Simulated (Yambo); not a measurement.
```
CELL_PARAMETERS angstrom
      4.91656     0.00000     0.00000
     -2.45828     4.25787     0.00000
      0.00000     0.00000     5.43163
ATOMIC_POSITIONS crystal
  O  0.14454 0.73144 0.54782
  O  0.26856 0.41310 0.21449
  O  0.58690 0.85546 0.88115
  O  0.73144 0.14454 0.45218
  O  0.41310 0.26856 0.78551
  O  0.85546 0.58690 0.11885
  Si 0.00000 0.46880 0.33333
  Si 0.53120 0.53120 0.00000
  Si 0.46880 0.00000 0.66667
```

Response from Yambo on LDA (Quantum ESPRESSO, PseudoDojo norm-conserving, 84 Ry, no spin-orbit coupling) bands: 6×6×4 mesh, 90 bands, 3 Ry local-field block, 0.2 eV broadening.

**Question.** Give the static electronic dielectric constant without and with local fields along each axis.

**Answer.** 
| field along | ε(0), independent particles | ε(0), RPA with local fields | refractive index √ε |
|---|---|---|---|
| x | 2.58 | 2.41 | 1.55 |
| z | 2.60 | 2.45 | 1.57 |
Electronic (clamped-ion) response only. LDA gaps are usually too small, which raises these values. Convergence of the RPA response with its 6×6×4 mesh was not tested. x, y and z are Cartesian axes of the cell as given.

Geometry of the Materials Project entry, not relaxed at this level.
